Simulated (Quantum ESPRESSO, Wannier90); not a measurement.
# Tight-binding from DFT: CaO (rock salt)

```xyz
2
Lattice="0.0000 2.4036 2.4036 2.4036 0.0000 2.4036 2.4036 2.4036 0.0000" Properties=species:S:1:pos:R:3 pbc="T T T"
Ca     0.0000     0.0000     0.0000
O      2.4036     2.4036     2.4036
```

Materials Project entry mp-2605; symmetrised, unrelaxed at this level. COD (Crystallography Open Database) has an entry of this formula and space group (matched by these alone). Computed values, not measurements, from PBEsol: Quantum ESPRESSO (norm-conserving PseudoDojo potentials, cutoff 68 Ry, no spin polarisation, no spin-orbit coupling) on a Γ-centred 12×12×12 mesh, then Wannier90. Density: 12×12×12 mesh, cold smearing 0.01 Ry.

Band 5 is isolated and gives one Wannier function a cell (O2 2s 84 %, Ca1 3p 11 %, Ca1 4s 5 %; spread 1.23 Å²). Its on-site energy is ε = -14.645 eV relative to the valence-band maximum, and its hoppings t(R) = t(−R) to the nearer images are (images within this range that aren't listed have |t| under 5 meV):

```tsv
R (lattice vectors; −R alike)	distance (Å)	t (eV)
0 0 1	3.40	-0.012
0 1 -1	3.40	-0.012
0 1 0	3.40	-0.012
1 -1 0	3.40	-0.012
1 0 -1	3.40	-0.012
1 0 0	3.40	-0.012
1 -1 -1	4.81	-0.085
1 -1 1	4.81	-0.085
1 1 -1	4.81	-0.085
```

Task: Work out the band energy at Γ, X, U, K from these numbers.

Result: For one orbital E(k) = ε + Σ_R 2 t(R) cos(2π k·R), the sum over the listed R.
- Γ, k = (0.000, 0.000, 0.000): E = -14.645 + (-0.012)·(12.00) + (-0.085)·(6.00) = -15.30 eV; pw.x: -15.39 eV
- X, k = (0.500, 0.000, 0.500): E = -14.645 + (-0.012)·(-4.00) + (-0.085)·(6.00) = -15.11 eV; pw.x: -15.15 eV
- U, k = (0.625, 0.250, 0.625): E = -14.645 + (-0.012)·(-3.66) + (-0.085)·(2.00) = -14.77 eV; pw.x: -14.77 eV
- K, k = (0.375, 0.375, 0.750): E = -14.645 + (-0.012)·(-3.66) + (-0.085)·(2.00) = -14.77 eV; pw.x: -14.77 eV

At these points the listed shells miss the plane-wave band by up to 0.09 eV, of a width of 1.22 eV on the path. With all its hoppings the model misses the band by 0.0 meV at worst on the whole path, so most of the miss comes from the hoppings not listed.
